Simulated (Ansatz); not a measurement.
LaRhS3, before and after

Recipe of this trial structure of LaRhS3: random cell by space group and Wyckoff sites (Pm-3m, No. 221). The dimensions are guesses.

start.cif

```cif
data_structure
_symmetry_space_group_name_H-M 'P 1'
_symmetry_Int_Tables_number 1
_cell_length_a 5.0346
_cell_length_b 5.0346
_cell_length_c 5.0346
_cell_angle_alpha 90.000
_cell_angle_beta 90.000
_cell_angle_gamma 90.000
_cell_volume 127.61
loop_
_atom_site_label
_atom_site_type_symbol
_atom_site_fract_x
_atom_site_fract_y
_atom_site_fract_z
_atom_site_occupancy
La1 La 0.50000 0.50000 0.50000 1
Rh1 Rh 0.00000 0.00000 0.00000 1
S1 S 0.50000 0.00000 0.00000 1
S2 S 0.00000 0.50000 0.00000 1
S3 S 0.00000 0.00000 0.50000 1
```

These are results of Ansatz, DFT PBE, scalar-relativistic, plane waves, PAW, not measurements. Cutoff 420 eV, Gaussian smearing, Γ-centred meshes. Cell and atoms relax first on a coarse mesh and then on a finer one. In between, the cell is made exact in the group found at 0.06 Å. In metals the finer mesh still leaves noise of several meV/atom or more. The steps can't lower the symmetry of their start. Collinear spin, starting moments Rh 1.0 μB.

end.cif

```cif
data_structure
_symmetry_space_group_name_H-M 'P 1'
_symmetry_Int_Tables_number 1
_cell_length_a 4.6751
_cell_length_b 4.6751
_cell_length_c 4.6751
_cell_angle_alpha 90.000
_cell_angle_beta 90.000
_cell_angle_gamma 90.000
_cell_volume 102.18
loop_
_atom_site_label
_atom_site_type_symbol
_atom_site_fract_x
_atom_site_fract_y
_atom_site_fract_z
_atom_site_occupancy
La1 La 0.50000 0.50000 0.50000 1
Rh1 Rh 0.00000 0.00000 0.00000 1
S1 S 0.50000 0.00000 0.00000 1
S2 S 0.00000 0.50000 0.00000 1
S3 S 0.00000 0.00000 0.50000 1
```

The symmetry stays Pm-3m (No. 221). The end has the cubic perovskite type. The volume per atom shrinks by 19.9 %, from 25.5 to 20.4 Å³. The shortest distance goes from 2.52 Å (Rh–S) to 2.34 Å (Rh–S). The energy falls by about 0.25 eV/atom (the start's value is from the coarse mesh).

* Volume per atom: 20.44 Å³
* Density: 5.49 g/cm³
* Energy over the elements: −0.96 eV/atom
* Gap on the 8×8×8 mesh of the 5-atom cell: 0 eV (a metal)
* Net moment per atom: 0.00 μB
* Moment by site: all under 0.1 μB

The zero of energy is the elements' standard structures at the same level; no fitted shifts are applied. Whether it is stable depends on the other phases of the system, which aren't compared here.

The last run used collinear spin and Gaussian smearing of 0.10 eV. The reference form of S is held partly by dispersion forces, which this level lacks. Symmetry constrained the relaxation, so the result can be a saddle point. In all, the 3 runs took 3.6 min on 1 thread of Arm Neoverse N1, with other jobs on the host. Site moments count only spheres around the atoms; the net moment includes the space between them.
